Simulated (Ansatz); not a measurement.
Structure from Materials Project entry mp-8606 (possibly hypothetical), not relaxed further.

An input for BaSbPt and the output that it gave: DFT, LDA, all-electron LAPW, scalar-relativistic (Ansatz 0.2.0).

Command: `ansatz run input.yaml --threads 1 --pin off --max-ram 4096MiB --backend cpu --events-out ev --progress --plain --runs-dir out` The run took about 160 s on 1 thread of a shared machine.

```yaml
crystal:
  lattice:
    - [4.5679976171, 0.0, 0.0]
    - [-2.2839988085, 3.9560019808, 0.0]
    - [0.0, 0.0, 4.98640666]
  atoms:
    - { symbol: Ba, position: [0.0, 0.0, 0.0] }
    - { symbol: Sb, position: [0.6666666667, 0.3333333333, 0.5] }
    - { symbol: Pt, position: [0.3333333333, 0.6666666667, 0.5] }
kpoints:
  mp_grid: { grid: [8, 8, 7] }
  band_path:
    path:
      - [0.0, 0.0, 0.0]
      - [0.5, 0.0, 0.0]
      - [0.3333333333, 0.3333333333, 0.0]
      - [0.0, 0.0, 0.0]
      - [0.0, 0.0, 0.5]
      - [0.5, 0.0, 0.5]
      - [0.3333333333, 0.3333333333, 0.5]
      - [0.0, 0.0, 0.5]
      - [0.5, 0.0, 0.5]
    npoints: 14
scf:
  occupations: { method: fermi_dirac, width: 0.05 }
hamiltonian:
  xc: lda
  pseudopotentials: { kind: all_electron, lapw: { basis_error: 0.0005 } }
output:
  forces: true
  stress: true
  eigenvalues: true
  fatbands: true
  populations: true
  dos: { projected: true, de: 0.2, e_range: [-14, 8] }
```

What the program printed:

```
Ba: projections on atomic orbitals take those of the free atom 1s2 2s2 2p6 3s2 3p6 3d10 4s2 4p6 4d10 5s2 5p6 6s2, of charge +0.00 (hamiltonian.pseudopotentials.projection_atoms)
Sb: projections on atomic orbitals take those of the free atom 1s2 2s2 2p6 3s2 3p6 3d10 4s2 4p6 4d10 5s2 5p3, of charge +0.00 (hamiltonian.pseudopotentials.projection_atoms)
Pt: projections on atomic orbitals take those of the free atom 1s2 2s2 2p6 3s2 3p6 3d10 4s2 4p6 4d10 4f14 5s2 5p6 5d9 6s1, of charge +0.00 (hamiltonian.pseudopotentials.projection_atoms)
LAPW: plane waves up to 9.198 Å⁻¹, error target 5.0e-4 eV per atom; small_component_spin mean_spin; Sb in spheres of 1.311 Å, 23 of its electrons in bands, Dirac shells []; Ba in spheres of 1.326 Å, 28 of its electrons in bands, Dirac shells []; Pt in spheres of 1.326 Å, 42 of its electrons in bands, Dirac shells []
Engine: ansatz 0.2.0
Pseudopotentials: kind: all_electron
Pseudopotential: Ba, LAPW, valence charge 28, Koelling and Harmon's equation, gaussian nucleus
Pseudopotential: Sb, LAPW, valence charge 23, Koelling and Harmon's equation, gaussian nucleus
Pseudopotential: Pt, LAPW, valence charge 42, Koelling and Harmon's equation, gaussian nucleus
Functional definition: SPW92
  exchange = slater_x
  correlation = pw_c
Crystal: 3 atoms, lattice volume = 90.109 Å³
Basis set: ecut = 322.3083671862917 eV, 1179 PW (Γ), exchange–correlation at level 2
Bands: 56, of which v1, the nominal top of the filled ones, is band 47 counted from 1 (46 counted from 0)
Symmetry: 12 space group operations
Space group: P-6m2 (ITA 187), of the structure as read, at distance tolerance 4.5e-5 Å
k-points: 40 of 448 (time reversal used)
Non-local potential: Ba, projectors of the file, none
Non-local potential: Sb, projectors of the file, none
Non-local potential: Pt, projectors of the file, none
Initial density: superposition of atomic densities (chi_scale 0.1, normalization cell, long waves kept (reshape's long-wave potential 0.00 eV rms))
Initial wavefunctions: plane waves of lowest kinetic energy (no species holds an atomic orbital)
Functional: x = slater, c = lda
iter 1 solved again at ethr=3.37e-4 eV; its pass at ethr=1.00e-1 eV (dr2=3.13e-1 eV) is discarded
SCF iter   1: F=—  HF=-898104.770513 eV  |F-HF|=—  |Δ(HF+E_count)|=         —  Δρ=1.90e-2  dr2=3.15e-1  ethr=3.37e-4  ⟨swp⟩=2.8  Hψ=14261  notcnv=0
preconditioner: auto → LDOS  [metal: Δε(μ)=0.055 eV  Ē_g=10.287 eV  σ=0.050 eV  W_gap=0.26  n_scr=22 (ndim 8)  ℏωp=18.8 eV  f_vac=0.067  D(μ)=2.14/eV (n_scr^D=20)  β→1.0]
SCF iter   2: F=—  HF=-898104.569837 eV  |F-HF|=—  |Δ(HF+E_count)|=   2.01e-1  Δρ=6.11e-3  dr2=3.72e-2  ethr=3.37e-4  ⟨swp⟩=3.0  Hψ=7300  notcnv=0
SCF iter   3: F=—  HF=-898104.463054 eV  |F-HF|=—  |Δ(HF+E_count)|=   1.07e-1  Δρ=2.77e-3  dr2=1.00e-2  ethr=3.99e-5  ⟨swp⟩=3.0  Hψ=7301  notcnv=0
SCF iter   4: F=—  HF=-898104.449310 eV  |F-HF|=—  |Δ(HF+E_count)|=         —  Δρ=1.25e-3  dr2=2.62e-3  ethr=1.08e-5  ⟨swp⟩=2.0  Hψ=6622  notcnv=0
the basis was enlarged: its passes take 281.4 KiB over the memory plan, 1 of 1 planned eigensolver slots
SCF iter   5: F=—  HF=-898104.448086 eV  |F-HF|=—  |Δ(HF+E_count)|=   1.22e-3  Δρ=4.47e-4  dr2=4.38e-4  ethr=2.82e-6  ⟨swp⟩=2.0  Hψ=6622  notcnv=0
iter 6 solved again at ethr=1.94e-8 eV; its pass at ethr=4.71e-7 eV (dr2=1.81e-5 eV) is discarded
SCF iter   6: F=—  HF=-898104.447966 eV  |F-HF|=—  |Δ(HF+E_count)|=   1.20e-4  Δρ=9.70e-5  dr2=1.80e-5  ethr=1.94e-8  ⟨swp⟩=2.0  Hψ=11225  notcnv=0
SCF iter   7: F=—  HF=-898104.447946 eV  |F-HF|=—  |Δ(HF+E_count)|=   2.00e-5  Δρ=4.30e-5  dr2=2.87e-6  ethr=1.93e-8  ⟨swp⟩=2.9  Hψ=6660  notcnv=0
SCF iter   8: F=—  HF=-898104.447945 eV  |F-HF|=—  |Δ(HF+E_count)|=   8.36e-7  Δρ=9.27e-6  dr2=1.22e-7  ethr=3.09e-9  ⟨swp⟩=2.5  Hψ=6644  notcnv=0
SCF iter   9: F=-898104.447945 eV  HF=-898104.447945 eV  |F-HF|=1.75e-9  |Δ(HF+E_count)|=   8.61e-9  Δρ=2.31e-6  dr2=6.94e-9  ethr=1.31e-10  ⟨swp⟩=3.0  Hψ=6674  notcnv=0
SCF 1 converged in 9 iterations: F = -898104.447945 eV  dr2 = 6.94e-9
NSCF: frozen V_eff on 113 k-points
SCF converged after 9 iterations
Free energy (F): -898104.447945 eV
Harris-Foulkes:  -898104.447945 eV  (|F-HF|=1.75e-9)
Internal energy: -898104.431452 eV  (E = F + TS)
E sigma→0 (E₀):  -898104.439699 eV
Entropy (-TS):   -0.016493 eV (-5.498 meV/atom)
Fermi energy:    13.683972 eV
--- Per-component energies (eV) ---
  E_band       = -6865.471638
  E_kinetic    = 989714.204915
  E_xc         = -19130.270144
  E_electrostatic = -1868688.366224  (all electrons and nuclei)
  E_smearing   = -0.016493  (= −TS)
  E_closure    = 0.000000  (closes the sum)
  E_atoms      = -898087.078700  (free atoms, spherical and without spin; not in F)
  Σ components = -898104.447945   (vs F -898104.447945, Δ=0.00e0)
  Basis errors (estimates in eV, not in F): energy 1.7e-4 per atom: plane waves 1.5e-4 (9.1e-5 summed), levels above the bands 8.5e-58, relativity 9.1e-9, radial functions 2.0e-5, core shells 4.2e-7; eigenvalues (radial functions only) 7.0e-6; not estimated: angular momenta, meshes, grids; target (lapw.basis_error) 5.0e-4; muffin-tin radii Sb 1.311 Å, Ba 1.326 Å, Pt 1.326 Å
--- Forces (eV/Å), atoms counted from 1 ---
  atom   1  Ba    -0.00000000     0.00000000     0.00000000
  atom   2  Sb    -0.00000000     0.00000000     0.00000000
  atom   3  Pt     0.00000000    -0.00000000     0.00000000
  max |Σ_I F_I| component: 1.62e-17 eV/Å
--- Stress (GPa, compression-positive) ---
       -4.219132       0.000000      -0.000000
        0.000000      -4.219132       0.000000
       -0.000000       0.000000      -3.754103
  P = ⅓ Tr σ = -4.0641 GPa (-40.641 kbar)
--- Band table (eV; the first three rows and the last of 40) ---
  k-point 0: bands = ["-288.4397", "-288.4397", "-288.4198", "-288.4092", "-288.4092", "-223.0066", "-160.3953", "-160.3953", "-160.3748", "-129.3289", "-84.0642", "-82.4594", "-82.4594", "-82.4500", "-69.5306", "-69.5306", "-69.5113", "-69.5110", "-69.5110", "-52.6648", "-52.6645", "-52.6268", "-52.6268", "-52.6241", "-52.6227", "-52.6227", "-38.2930", "-38.2930", "-38.0535", "-14.5318", "-14.5318", "-14.5118", "-14.5039", "-14.5039", "-13.8469", "0.9788", "1.0853", "1.0853", "3.6114", "9.6074", "9.6074", "10.9733", "11.3722", "11.3722", "12.8395", "14.5902", "14.8513", "14.8513", "15.5598", "17.9078", "17.9078", "18.6145", "18.6145", "18.8137", "19.5072", "19.5072"]
  k-point 1: bands = ["-288.4397", "-288.4397", "-288.4198", "-288.4092", "-288.4092", "-223.0066", "-160.3953", "-160.3953", "-160.3748", "-129.3289", "-84.0642", "-82.4594", "-82.4594", "-82.4500", "-69.5306", "-69.5306", "-69.5113", "-69.5110", "-69.5110", "-52.6648", "-52.6645", "-52.6268", "-52.6268", "-52.6241", "-52.6227", "-52.6227", "-38.2930", "-38.2930", "-38.0535", "-14.5317", "-14.5317", "-14.5116", "-14.5039", "-14.5039", "-13.8459", "0.8929", "1.0879", "1.0879", "3.7585", "9.5900", "9.5900", "10.9722", "11.3638", "11.3638", "12.4614", "14.7607", "14.9602", "14.9602", "15.8488", "17.5435", "17.5435", "18.5337", "18.5337", "19.2431", "19.7928", "19.7928"]
  k-point 2: bands = ["-288.4397", "-288.4397", "-288.4198", "-288.4092", "-288.4092", "-223.0066", "-160.3953", "-160.3953", "-160.3748", "-129.3289", "-84.0642", "-82.4594", "-82.4594", "-82.4500", "-69.5306", "-69.5306", "-69.5113", "-69.5110", "-69.5110", "-52.6648", "-52.6645", "-52.6268", "-52.6268", "-52.6241", "-52.6227", "-52.6227", "-38.2930", "-38.2930", "-38.0535", "-14.5317", "-14.5317", "-14.5112", "-14.5040", "-14.5040", "-13.8437", "0.7230", "1.0939", "1.0939", "4.0759", "9.5529", "9.5529", "10.8748", "11.3391", "11.3391", "11.9348", "15.1746", "15.2795", "15.2795", "16.2953", "17.1436", "17.1436", "17.8246", "17.8246", "18.9105", "20.4222", "20.7087"]
  k-point 39: bands = ["-288.4397", "-288.4397", "-288.4198", "-288.4092", "-288.4092", "-223.0066", "-160.3953", "-160.3953", "-160.3748", "-129.3289", "-84.0644", "-82.4594", "-82.4593", "-82.4500", "-69.5306", "-69.5306", "-69.5113", "-69.5110", "-69.5110", "-52.6648", "-52.6645", "-52.6268", "-52.6268", "-52.6241", "-52.6227", "-52.6227", "-38.2935", "-38.2929", "-38.0535", "-14.5389", "-14.5367", "-14.5096", "-14.5063", "-14.5040", "-13.8119", "0.8037", "0.9083", "0.9253", "4.6045", "8.9398", "10.5808", "10.8280", "11.2137", "11.5069", "11.6356", "12.1140", "13.4143", "14.8120", "17.9958", "18.4831", "18.8346", "19.0403", "19.2584", "19.6952", "20.6469", "20.8910"]
--- Löwdin populations: 3 sites ---
  site symbol       q [e]
     0     Ba     54.4696
     1     Sb     51.7953
     2     Pt     78.2415
  spilling = 0.002668 (of n_electrons = 185.000000)
```

Spin polarisation is left out, and whether a magnetic state lies lower isn't shown here.
